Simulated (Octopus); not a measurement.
Ag (Fm-3m, No. 225):
```
Ag
1.0
    0.00000     2.05218     2.05218
    2.05218     0.00000     2.05218
    2.05218     2.05218     0.00000
Ag
1
Direct
  0.00000   0.00000   0.00000
```
The cell is a database entry, not relaxed again.

Method: LDA in Octopus 16.4; grid spacing about 0.15 Å, Γ-centred 12×12×12 k-mesh, Fermi-Dirac smearing of 0.1 eV, no spin polarisation; PseudoDojo 0.4 LDA potentials. Spin-orbit coupling is left out.

Energies in eV against the Fermi level; 19 electrons a cell outside the pseudopotentials' cores.

```tsv
k-point (reduced)	band 6	band 7	band 8	band 9	band 10	band 11	band 12	band 13
Γ (0.000, 0.000, 0.000)	-4.62	-4.62	-4.62	-3.58	-3.58	?	19.63	19.63
X (0.500, 0.000, 0.500)	-6.10	-2.82	-2.59	-2.59	1.63	?	10.61	10.61
U (0.625, 0.250, 0.625)	-5.38	-3.91	-3.36	-2.88	4.30	5.21	7.09	12.68
K (0.375, 0.375, 0.750)	-5.38	-3.91	-3.36	-2.88	4.30	5.21	7.09	12.68
L (0.500, 0.500, 0.500)	-4.63	-4.63	-2.79	-2.79	-0.33	?	15.48	17.75
W (0.500, 0.250, 0.750)	-4.89	-4.89	-3.57	-2.59	5.94	5.94	6.83	8.23
```

**Question.** Fill in the missing entries.

**Answer.** 
- X (0.500, 0.000, 0.500), band 11: 6.65
- L (0.500, 0.500, 0.500), band 11: 3.54
- Γ (0.000, 0.000, 0.000), band 11: 16.26
